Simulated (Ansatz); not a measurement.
Relaxed-ion elastic tensor of SnS₂ in space group Fd-3m (No. 227; Sn on 16c, S on 32e) in GPa (Voigt order), plane-wave PAW LDA (Ansatz code); density 4.52 g/cm³, 22.40 Å³ per atom.

```
71.1  31.2  31.2   0.0   0.0   0.0
31.2  71.1  31.2   0.0   0.0   0.0
31.2  31.2  71.1   0.0   0.0   0.0
 0.0   0.0   0.0  36.7   0.0   0.0
 0.0   0.0   0.0   0.0  36.7   0.0
 0.0   0.0   0.0   0.0   0.0  36.7
```

Problem. Is the crystal mechanically stable?

Solution. Yes: the smallest eigenvalue of C is 36.7 GPa.

Problem. Work out the Voigt, Reuss and Hill averages.

Solution. K_V = 44.5, K_R = 44.5, K_H = 44.5; G_V = 30.0, G_R = 27.5, G_H = 28.7 GPa.

Problem. Give Young's modulus, Poisson's ratio, Pugh's ratio and the universal anisotropy index.

Solution. E = 9KG/(3K + G) = 71.0 GPa; ν = 0.23; K/G = 1.55 (brittle by the Pugh limit of 1.75); A_U = 5G_V/G_R + K_V/K_R − 6 = 0.46.

Problem. Estimate the sound speeds and the Debye temperature.

Solution. v_l = √((K + 4G/3)/ρ) = 4280 m/s, v_t = √(G/ρ) = 2520 m/s, mean 2800 m/s; Θ = (h/k)(3n/4πV)^(1/3) v_m = 295 K.

Problem. Give the Zener ratio and Young's modulus along [100], [110] and [111].

Solution. A = 2C44/(C11 − C12) = 1.84; 1/E = S11 − 2(S11 − S12 − S44/2)Γ with Γ = 0, 1/4, 1/3 gives 52.1, 74.2, 86.4 GPa.

Problem. Solve the Christoffel equation for the three sound speeds along [100], [110], [111].

Solution. Eigenvalues of C_ijkl n_j n_l equal ρv². In km/s, slowest first: [100] 2.85, 2.85, 3.97; [110] 2.10, 2.85, 4.41; [111] 2.38, 2.38, 4.55.

The workflow started from a Materials Project entry (that database holds measured and hypothetical structures alike); the Crystallography Open Database copy checked does not list it. It is not the phase usual at ambient conditions (space group No. 164). Symmetry was held in the LDA relaxation; its stability against distortions is not shown here. Spin–orbit coupling is left out wherever it is not named.

Potentials: the later of the program's two PAW sets.
